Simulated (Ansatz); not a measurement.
# Is this Ti5W structure a true minimum?

It was reached by relaxing an invented guess, and it needn't be the stable form of this composition.

These are results of Ansatz, DFT PBE, scalar-relativistic, plane waves, PAW, not measurements. Cutoff 420 eV; k points 14×14×4 on the computed 6-atom cell (Γ-centred); Gaussian smearing, width 0.10 eV; collinear spin from starting moments 0.2 0.0 0.0 0.2 0.3 0.0 μB.

The cell below (6 atoms, space group Cmmm (No. 65)) is relaxed within its symmetry.

```cif
data_structure
_symmetry_space_group_name_H-M 'P 1'
_symmetry_Int_Tables_number 1
_cell_length_a 2.8028
_cell_length_b 2.8028
_cell_length_c 13.9888
_cell_angle_alpha 90.000
_cell_angle_beta 90.000
_cell_angle_gamma 112.232
_cell_volume 101.72
loop_
_atom_site_label
_atom_site_type_symbol
_atom_site_fract_x
_atom_site_fract_y
_atom_site_fract_z
_atom_site_occupancy
Ti1 Ti 0.00000 0.00000 0.83094 1
Ti2 Ti 0.50000 0.50000 0.65777 1
Ti3 Ti 0.50000 0.50000 0.34223 1
Ti4 Ti 0.00000 0.00000 0.16906 1
Ti5 Ti 0.50000 0.50000 0.00000 1
W1 W 0.00000 0.00000 0.50000 1
```

For the test a repeat of it with 12 atoms (edges 2.80, 5.23, 13.99 Å) was strained at random (σ = 1.5 % a component), the atoms were moved at random (σ = 0.05 Å), and all was relaxed again on a coarse 8×4×2 mesh (in the run’s order of axes) with 0.20 eV smearing, with no symmetry imposed.

Spin–orbit coupling, which can matter for W, is left out.

**Question.** Does it come back?

**Answer.** It doesn't return. The energy falls by 45 meV/atom on that mesh, the volume changes by 0.1 %, and the end has space group P-1 (No. 2) at a loose tolerance. Relaxed again on a 14×8×4 mesh with 0.10 eV smearing, the new structure lies 45 meV/atom below the first (mesh in the axes of the run's cell; the cell below is made exact in the group named). Space group P-1 (No. 2), triclinic, a = 2.832 Å, b = 5.413 Å, c = 13.632 Å, α = 90.1°, β = 90.8°, γ = 102.9°. Ti on its first site is surrounded by 11 Ti at 2.71–2.96 Å; Ti on its second site is surrounded by 13 Ti at 2.74–3.24 Å; Ti on its third site has 2 W at 2.70–2.86 Å, 9 Ti at 2.73–3.23 Å and 2 W at 3.09–3.25 Å; W on its first site is surrounded by 4 Ti at 2.64–2.70 Å, 4 W at 2.76–2.83 Å, 4 Ti at 3.21–3.25 Å and 2 W at 3.32 Å; 3 more sites not described.

```
CELL_PARAMETERS angstrom
2.83161 0.00000 0.00000
-1.21110 5.27607 0.00000
-0.18859 -0.05712 13.63010
ATOMIC_POSITIONS crystal
Ti 0.77153 0.99358 0.17032
Ti 0.48729 0.47558 0.16139
Ti 0.18261 0.75524 0.33664
Ti 0.80332 0.24460 0.34305
Ti 0.19668 0.75540 0.65695
Ti 0.81739 0.24476 0.66336
Ti 0.22847 0.00642 0.82968
Ti 0.51271 0.52442 0.83861
Ti 0.13991 0.75830 0.00800
Ti 0.86009 0.24170 0.99200
W 0.00000 0.00000 0.50000
W 0.50000 0.50000 0.50000
```
